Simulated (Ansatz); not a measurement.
# One input, then a changed one: Na (hcp type)

First run: DFT, PBEsol, PAW with Ansatz's default frozen-core files, scalar-relativistic (Ansatz 0.2.0).

Command: `ansatz run input.yaml --threads 1 --pin off --max-ram 2048MiB --backend cpu --events-out ev --progress --plain --runs-dir out` It took 4.3 s on 1 thread of Arm Neoverse V1, with other jobs on the host, peak memory 0.33 GiB.

```yaml
crystal:
  lattice:
    - [3.664361142, 0.0, 0.0]
    - [-1.832180571, 3.1734298376, 0.0]
    - [0.0, 0.0, 5.9512634955]
  atoms:
    - { symbol: Na, position: [0.3333333333, 0.6666666667, 0.25] }
    - { symbol: Na, position: [0.6666666667, 0.3333333333, 0.75] }
kpoints:
  mp_grid: { grid: [12, 12, 7] }
scf:
  occupations: { method: fermi_dirac, width: 0.08 }
hamiltonian:
  xc: pbesol
  pseudopotentials: { kind: paw }
output:
  forces: true
  stress: true
  eigenvalues: true
  populations: true
  write_density: true
  write_potential: true
  elf: true
  volumetric_format: npy
```

The cell comes from a relaxation on PAW files under the same functional, begun from a prototype that needn't be the stable phase.

This run: volume at 0.95 of the series' base cell.

It converges in 6 SCF iterations at a pressure of 0.44 GPa, cutoff 420 eV.

A second input differs as follows:

```diff
   occupations: { method: fermi_dirac, width: 0.08 }
+  max_iter: 75
 hamiltonian:
   populations: true
-  write_density: true
-  write_potential: true
-  elf: true
-  volumetric_format: npy
+accuracy: many
```

Question: What is wrong with it, and what does the program do?

Answer: The change was made to test a value of the wrong type. The run is refused before any iteration. The log ends:
```
Error: YAML parse error: error: line 22 column 1: unknown variant `many`, expected one of low, medium, high
  --> <input>:22:1
   |
20 |   eigenvalues: true
21 |   populations: true
22 | accuracy: many
   | ^ unknown variant `many`, expected one of low, medium, high
```
